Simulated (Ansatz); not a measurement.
Crystals of one structure type (rock salt) and one family of elements, relaxed and computed with plane-wave PAW r²SCAN (Ansatz code).

| crystal | V (Å³/atom) | B₀ by P(V) fit (GPa) |
|---|---|---|
| MgO | 9.29 | 167 |
| BeS | 12.44 | 111 |
| CaO | 13.78 | 117 |
| SrO | 17.17 | 93.6 |
| MgS | 17.61 | ? |
| CaSe | 26.13 | 52.0 |
| BaTe | 44.05 | 30.6 |

**Question.** Fit a straight line to ln B₀ against ln V and predict the withheld value.

**Answer.** Least squares on the 6 shown rows: ln B₀ = -1.09 × ln V + (7.553), with a scatter of 6 %. For MgS this gives 83.6. The run itself gave 79.8, within the scatter.

Typed or built starts, not in the databases checked: BeS, rock salt. All cells were relaxed under the symmetry of their starts (and spin orders); stability against distortions was not tested throughout. Scalar-relativistic: spin–orbit coupling is off unless named, which matters more the heavier the elements.

Potentials: the later of the program's two PAW sets.
